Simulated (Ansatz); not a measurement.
## MgMnV4O12: a ladder of calculations

Cell of run 1: a computed structure from the Materials Project (it need not be an observed phase), atoms as given.

```
CELL_PARAMETERS angstrom
6.09757 0.00000 0.00000
2.11533 6.54986 0.00000
2.00237 0.54998 6.73034
ATOMIC_POSITIONS crystal
Mg 0.88208 0.87573 0.00769
Mn 0.28464 0.92704 0.08502
V 0.76762 0.58818 0.77837
V 0.26784 0.77720 0.60976
V 0.74036 0.21135 0.38782
V 0.22196 0.39992 0.22067
O 0.64372 0.76567 0.96374
O 0.81196 0.35959 0.88919
O 0.16172 0.93888 0.79829
O 0.55187 0.61798 0.63777
O 0.69659 0.07968 0.60294
O 0.05322 0.63524 0.64788
O 0.95197 0.35391 0.38035
O 0.30877 0.90134 0.38219
O 0.45377 0.36738 0.34387
O 0.88501 0.04052 0.20548
O 0.14815 0.64680 0.10942
O 0.31980 0.22669 0.05145
```

Sites (sets of like atoms) are named by element and the number of their first atom in this list.

Relaxed positions (PBE, cell held):

```
CELL_PARAMETERS angstrom
6.09757 0.00000 0.00000
2.11533 6.54986 0.00000
2.00237 0.54998 6.73034
ATOMIC_POSITIONS crystal
Mg 0.88821 0.87195 0.00736
Mn 0.28434 0.92416 0.09775
V 0.75697 0.59673 0.78631
V 0.26371 0.77371 0.61391
V 0.74670 0.21286 0.37758
V 0.22623 0.39605 0.21481
O 0.63379 0.77667 0.96816
O 0.79861 0.37326 0.89935
O 0.15977 0.94047 0.79206
O 0.54653 0.62138 0.64515
O 0.70601 0.08672 0.59087
O 0.04419 0.63740 0.66041
O 0.95319 0.35832 0.36846
O 0.30655 0.88853 0.38389
O 0.45722 0.35822 0.33691
O 0.90102 0.03797 0.20108
O 0.16084 0.64174 0.10330
O 0.31715 0.21694 0.05456
```

All runs are DFT with Ansatz 0.2.0 (plane waves and PAW, scalar-relativistic unless spin–orbit coupling is named, Γ-centred meshes, Fermi–Dirac smearing where given) in this cell. Start moments of run 1 as typed (μB): 5 on each Mn, none on the rest.

Run 1: PBE, with a start moment, atoms as given; 420 eV, 4×3×3 k-points, smearing 0.02 eV.
Run 2: PBE, with a start moment, atoms relaxed; 420 eV, 4×3×3 k-points, smearing 0.02 eV.
Run 3: r2SCAN, with a start moment, at the relaxed atoms; 500 eV, 4×3×3 k-points, smearing 0.02 eV.
Run 4: PBE+U, with a start moment, at the relaxed atoms; 420 eV, 4×3×3 k-points, smearing 0.02 eV (U = 2.9 eV on Mn d).

Q: What does each run give, and what moves the gradients most?

A: 

| run | Mn V_zz (η) | V5 V_zz (η) | V6 V_zz (η) | absolute moment (μB) |
| --- | --- | --- | --- | --- |
| 1 | -1.16 (0.67) | -4.40 (0.64) | -2.78 (0.87) | 5.1 |
| 2 | 1.51 (0.80) | -4.02 (0.95) | 3.55 (0.94) | 5.1 |
| 3 | 1.76 (0.89) | 3.79 (0.95) | 3.51 (0.88) | 5.2 |
| 4 | 1.72 (0.94) | -4.10 (0.93) | 3.59 (0.93) | 5.2 |

V_zz in 10²¹ V/m²; 3 of the 18 sets of like atoms are followed. Against run 1, the gradient tensors on these sites move by at most 1.17 in run 2 (Mn), 1.36 in run 3 (Mn), 1.32 in run 4 (Mn). Taken one at a time, the positions of the atoms (as given or relaxed) move the tensors on these sites by up to 1.17 (largest principal value of the change, on Mn), the Hubbard term by 0.36 (Mn), the functional (r2SCAN with its higher cutoff) by 0.33 (V5). On some sites the largest principal value moves to another axis from run to run, and the sign of V_zz can flip with it.

The magnetic order is the one that the run reached from its start moments, not necessarily the measured one. For runs 1, 2, 3, 4: All moments are parallel here, as the start or the cell imposes; many such compounds order antiparallel, where fields and spin densities carried over to other atoms largely cancel. In run 3 the program didn't check the stability of the electronic state in full, so a lower one may lie near. In runs 1, 3, 4 the atoms aren't at the calculated equilibrium (largest force 1.2, 0.67, 0.72 eV/Å).
